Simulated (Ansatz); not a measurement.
A distorted cell of C (diamond):

```yaml
crystal:
  lattice:
    - [0.00000, 3.57162, 3.57162]
    - [1.78581, 0.00000, 1.78581]
    - [1.78581, 1.78581, 0.00000]
  atoms:
    - { symbol: C, position: [0.25000, 0.50000, 0.50000] }
    - { symbol: C, position: [0.75000, 0.50000, 0.50000] }
    - { symbol: C, position: [0.37500, 0.75000, 0.72624] }
    - { symbol: C, position: [0.87500, 0.75000, 0.75000] }
```

These are PBE (plane waves to 420 eV, PAW, scalar-relativistic; Ansatz, a program for electronic structure) values and carry that method's errors. k mesh 13×13×13 (Γ-centred), Fermi-Dirac smearing 0.05 eV. E stands for the smeared free energy. Stress and pressure are positive under compression. C was relaxed with its symmetry unable to fall. The PAW data are Ansatz's earlier set.

Question: Predict the force on every atom, in eV/Å.

Answer: 
```csv
atom,Fx,Fy,Fz
C1,-1.299,-1.307,-0.188
C2,-0.251,-0.253,-0.013
C3,1.578,1.587,0.192
C4,-0.028,-0.027,0.009
```

Question: Give the stress tensor in GPa and the pressure.

Answer: 
```
   0.53     0.56     0.78
   0.56     0.52     0.87
   0.78     0.87     0.90
```
The pressure, a third of the trace, is 0.65 GPa.

Question: In it atom 3 sits (-0.042, -0.042, 0.000) Å away from its relaxed site. What is its energy relative to the relaxed cell?

Answer: 67 meV/cell.

(A displaced cell: forces are minus the slopes of the energy, force constants its curvatures, and phonons follow from these.)
